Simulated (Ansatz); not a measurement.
**Ca: energy along a strain**

Ca, Fm-3m, a = 5.588 Å (as given, not relaxed at this level: -2.1 GPa). Ansatz: LDA, PAW, 420 eV, Γ-centred 14×14×14 mesh on 1 atom, Gaussian smearing 0.15 eV; no spin polarisation. Cell vectors (Å): 0.000 2.794 2.794; 2.794 0.000 2.794; 2.794 2.794 0.000. The cell is strained by x per cent times the pattern (1 0 0 0 0 0) in the order xx yy zz yz xz xy (engineering shears), with fractional coordinates held. y is the free energy over the start, V0 = 43.632 Å³/atom.

| x (%) | y (meV/atom) |
| --- | --- |
| -4.00 | ? |
| -3.00 | -15.29 |
| -2.00 | -10.66 |
| -1.00 | -5.56 |
| 0.00 | 0.00 |
| 1.00 | 6.03 |
| 2.00 | 12.51 |
| 3.00 | 19.44 |
| 3.50 | 23.07 |
| 4.00 | 26.82 |

Problem. Fit y = c1 x + c2 x² + c3 x³ to the other rows, get the stiffness along the pattern, and predict the missing energy.

Solution. Least squares on the rows shown. y = 5.7958 x + 0.23063 x² − 0.00085801 x³. The clamped-ion stiffness p·C·p = 2 × 2.306 eV × 160.2 / 43.632 Å³ = 16.9 GPa, which is C11 in these axes (second derivative at the start, which stands under stress). At x = -4.00 the fit asked for gives -19.44 meV/atom. The run gave -19.44 meV/atom, the same to the digits shown.